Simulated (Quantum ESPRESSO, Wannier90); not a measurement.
# Wannierisation of SnSe2 (CdI2 type)

```
begin unit_cell_cart
ang
    3.8419000005    0.0000000000    0.0000000000
   -1.9209500003    3.3271829992    0.0000000000
    0.0000000000    0.0000000000    6.4858800000
end unit_cell_cart
begin atoms_frac
Sn   0.0000000000  0.0000000000  0.0000000000
Se  -0.3333333333  0.3333333333 -0.2429000000
Se   0.3333333333 -0.3333333333  0.2429000000
end atoms_frac
```

Materials Project entry mp-665; symmetrised, unrelaxed at this level. COD (Crystallography Open Database) has the formula in 2 space groups, this one among them (matched by group alone). Method: PBEsol plane waves in Quantum ESPRESSO 7.5 (PseudoDojo norm-conserving files, 69 Ry, spinors with spin-orbit coupling), Bloch states on a 6×6×4 mesh through Γ, Wannier90 4.0.1. Density: 12×12×6 mesh, Gaussian smearing 0.01 Ry. The cell is built of weakly bound layers, chains or molecules, whose nearest atoms lie 4.01 Å apart. Database cells relaxed without dispersion often hold them too far apart, which can enlarge gaps and weakens couplings between them; spacing and stacking were not compared with the measured crystal.

Functional, cutoff and mesh named above are those of the base row (1); the first column says what each row takes instead. Model: 24 functions from bands 31-72, start hydrogen-like Sn: s;p; Se: s;p, disentangled but not localised (num_iter = 0), frozen window tied to the conduction edge or Fermi level of each row, as listed, which moves Ω_I and hoppings a little by itself. Energies are relative to the valence-band maximum; the misfit is to pw.x on a path, for states up to 1.6 eV relative to the valence-band maximum. The lattice is scaled uniformly, fractional positions fixed. The disentangled Ω_I can sit in another minimum from row to row.

```
scale  frozen to (eV)  Ω_I (Å²)  rms misfit (meV)  gap (eV)  on-site Sn1 pz↑ minus Sn1 s↑ (eV)  hopping modulus Sn1 pz↑ – Se3 py↑, R = 0 1 0 (eV)  hopping modulus Sn1 s↑ – Se3 py↑, R = 0 1 0 (eV)  hopping modulus Se2 s↑ – Sn1 s↑, R = 0 0 0 (eV)
-----  --------------  --------  ----------------  --------  ---------------------------------  -------------------------------------------------  ------------------------------------------------  -----------------------------------------------
0.97             2.23     30.30               5.1      0.73                               7.02                                              1.665                                             1.531                                            1.030
0.985            2.18     30.22               3.9      0.68                               7.08                                              1.595                                             1.458                                            0.958
1                2.13     30.20               3.1      0.63                               7.13                                              1.528                                             1.389                                            0.891
1.015            2.07     30.16               2.7      0.57                               7.17                                              1.462                                             1.322                                            0.828
1.03             2.01     30.10               2.5      0.51                               7.20                                              1.399                                             1.258                                            0.769
```
